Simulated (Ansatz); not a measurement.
SnGeO3:
```
SnGeO3
1.0
    3.63236     0.00000     0.00000
    0.00000     3.63236     0.00000
    0.00000     0.00000     4.66668
Ge Sn O
1 1 3
Direct
  0.50000   0.50000   0.49386
  0.00000   0.00000   0.02647
  0.50000   0.50000   0.86767
  0.50000   0.00000   0.35900
  0.00000   0.50000   0.35900
```

Relaxed with PBEsol.

Decompose the optical modes at the zone centre into irreducible representations, and say which are infrared and Raman allowed.

Point group 4mm: Γ_opt = 3A1 + B1 + 4E. Infrared: A1, E. Raman: A1, B1, E.

Assign frequencies (DFPT, PBEsol in the plane-wave PAW code Ansatz).

E 58, E 200, A1 204, E 297, B1 302, A1 386, E 566, A1 695 cm⁻¹.

Subscripts of B labels follow the axes of the standard setting.

Space group P4mm. A made-up cell: these elements were put on the sites of a structure type; neither database checked (COD, Materials Project) lists it. Whether it is the stable phase at ambient conditions was not checked. The PBEsol relaxation kept the symmetry of its start; whether a distortion lowers the energy is not shown. As this level gives no gap, phonon frequencies hold no LO–TO term and depend on the k-mesh and smearing (Fermi–Dirac, 0.1 eV here). Spin–orbit coupling is left out wherever it is not named.

Potentials: the earlier of the program's two PAW sets. The files were generated under PBE; for other functionals the program regenerates the frozen cores, and for LDA and PBEsol the local potential too.
